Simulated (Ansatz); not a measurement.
C:
```cif
data_C12
_chemical_formula_sum 'C12'
_space_group_name_H-M_alt 'Ibam'
_space_group_IT_number 72
_space_group_name_Hall '-I 2 2c'
_cell_length_a 2.65827
_cell_length_b 5.54995
_cell_length_c 4.65568
_cell_angle_alpha 90.000
_cell_angle_beta 90.000
_cell_angle_gamma 90.000
loop_
_atom_site_label
_atom_site_type_symbol
_atom_site_symmetry_multiplicity
_atom_site_Wyckoff_symbol
_atom_site_fract_x
_atom_site_fract_y
_atom_site_fract_z
_atom_site_occupancy
C1 C 8 j 0.32569 0.33002 0.00000 1
C2 C 4 a 0.00000 0.00000 0.25000 1
```
(The calculation used a cell of 6 atoms; values per cell refer to that cell.)

Relaxed with r²SCAN.

Q: Which orbitals make up the states near the band edges in r²SCAN (plane waves, PAW; program Ansatz)?

A: Top 1 eV of the valence band: C 2p 97 %. Bottom 1 eV of the conduction band: C 2p 68 %, C 2s 26 %, outside the projected shells 6 %. Projections are on Löwdin-orthogonalised atomic valence shells; empty p or d shells of many metals are not among them.

Q: Tabulate the density of states.

A: States/eV per cell of 6 atoms, in 0.25 eV bins, energy from the valence-band maximum.

```
E (eV)  total  C 2p  C 2s
------  -----  ----  ----
-7.85    1.49  1.24  0.25
-7.60    1.64  1.37  0.27
-7.35    1.62  1.36  0.26
-7.10    1.56  1.32  0.23
-6.85    1.60  1.37  0.22
-6.60    1.61  1.40  0.21
-6.35    1.62  1.42  0.20
-6.10    1.64  1.44  0.19
-5.85    1.75  1.56  0.19
-5.60    1.90  1.71  0.18
-5.35    2.08  1.90  0.18
-5.10    2.28  2.10  0.17
-4.85    2.51  2.33  0.17
-4.60    2.15  1.99  0.15
-4.35    1.70  1.58  0.11
-4.10    1.64  1.54  0.10
-3.85    1.59  1.50  0.08
-3.60    1.58  1.49  0.08
-3.35    1.52  1.44  0.07
-3.10    1.50  1.41  0.08
-2.85    1.71  1.61  0.10
-2.60    1.70  1.60  0.09
-2.35    1.48  1.39  0.08
-2.10    1.81  1.68  0.12
-1.85    1.41  1.32  0.08
-1.60    1.14  1.08  0.05
-1.35    0.95  0.91  0.03
-1.10    0.42  0.40  0.01
-0.85    0.11  0.11  0.00
-0.60    0.08  0.08  0.00
-0.35    0.06  0.06  0.00
-0.10    0.02  0.02  0.00
0.15     0.00  0.00  0.00
0.40     0.00  0.00  0.00
0.65     0.00  0.00  0.00
0.90     0.00  0.00  0.00
1.15     0.00  0.00  0.00
1.40     0.00  0.00  0.00
1.65     0.00  0.00  0.00
1.90     0.00  0.00  0.00
2.15     0.00  0.00  0.00
2.40     0.00  0.00  0.00
2.65     0.00  0.00  0.00
2.90     0.00  0.00  0.00
3.15     0.06  0.05  0.00
3.40     0.20  0.18  0.01
3.65     0.52  0.38  0.10
3.90     1.32  0.85  0.38
4.15     1.89  1.24  0.53
4.40     2.00  1.41  0.47
4.65     2.22  1.65  0.45
4.90     2.17  1.52  0.51
5.15     1.89  1.32  0.44
5.40     1.80  1.25  0.41
5.65     1.69  1.18  0.39
5.90     1.80  1.26  0.40
6.15     1.96  1.35  0.46
6.40     1.97  1.32  0.49
6.65     1.97  1.32  0.49
6.90     2.10  1.42  0.51
7.15     1.96  1.35  0.44
7.40     1.87  1.28  0.42
7.65     1.82  1.25  0.41
7.90     1.97  1.33  0.46
```

The start of the workflow was typed in or built on a structure type; neither database checked (COD, Materials Project) lists it. It is not the phase usual at ambient conditions (space group No. 194, 227). The r²SCAN relaxation kept the symmetry of its start; its stability against distortions is not shown here. The volume moved by 19 % from the start of the relaxation.

Potentials: the later of the program's two PAW sets.
